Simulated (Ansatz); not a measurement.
## Property card for SnPd

SnPd:
```yaml
crystal:
  lattice:
    - [6.09715, 0.00000, 0.00000]
    - [0.00000, 3.93002, 0.00000]
    - [0.00000, 0.00000, 6.33361]
  atoms:
    - { symbol: Sn, position: [0.81122, 0.75000, 0.59494] }
    - { symbol: Sn, position: [0.18878, 0.25000, 0.40506] }
    - { symbol: Sn, position: [0.68878, 0.25000, 0.09494] }
    - { symbol: Sn, position: [0.31122, 0.75000, 0.90506] }
    - { symbol: Pd, position: [0.98875, 0.75000, 0.18649] }
    - { symbol: Pd, position: [0.01125, 0.25000, 0.81351] }
    - { symbol: Pd, position: [0.51125, 0.25000, 0.68649] }
    - { symbol: Pd, position: [0.48875, 0.75000, 0.31351] }
```

Space group Pnma (No. 62); conventional cell a = 6.0971 Å, b = 3.9300 Å, c = 6.3336 Å, α = β = γ = 90.00°.

Method: PBEsol (plane waves, PAW; program Ansatz). Geometry: relaxed at this level of theory. Other levels are named where they apply.

**Cell and energy**

```json
{
  "volume_per_atom": "18.97 Å³",
  "density": "9.85 g/cm³",
  "Formation energy from the elements (no fitted shifts)": "-0.56 eV/atom"
}
```

**Electronic structure**

```json
{
  "electronic_character": "metallic (no gap)",
  "Density of states at the Fermi level": "0.25 states/eV per atom (mean over ±0.08 eV)"
}
```

**Mechanics**

```json
{
 "Bulk modulus (Birch–Murnaghan fit)": "112 GPa",
 "Pressure derivative B′": "4.9",
 "Elastic constants (relaxed ions, GPa)": "C11 = 156, C22 = 148, C33 = 124, C12 = 122, C13 = 94.5, C23 = 100, C44 = 51.2, C55 = 72.3, C66 = 81.6",
 "mechanical_stability": "stable (all eigenvalues of C positive)",
 "hill_bulk_and_shear_moduli": "116 and 39.6 GPa",
 "Young's modulus": "107 GPa",
 "Poisson's ratio": "0.35",
 "debye_temperature_from_the_elastic_constants": "252 K"
}
```

The first step of the workflow began from a Materials Project structure, measured or hypothetical; the Crystallography Open Database files this formula in space group No. 62, but the cells were not matched. Its standing as an ambient phase is unchecked. The cell was relaxed with PBEsol under the symmetry of its start; its stability against distortions is not shown here. The run is not spin-polarised. As this level gives no gap, shear constants depend on the k-mesh and smearing (Fermi–Dirac, 0.1 eV here). Axis ratios of metals converge slowly with the k-mesh, so a and c are less sure than the volume. The references are the lowest solids computed at this level, not always the standard phases. Scalar-relativistic: spin–orbit coupling is off unless named, which matters more the heavier the elements.

Potentials: the later of the program's two PAW sets.
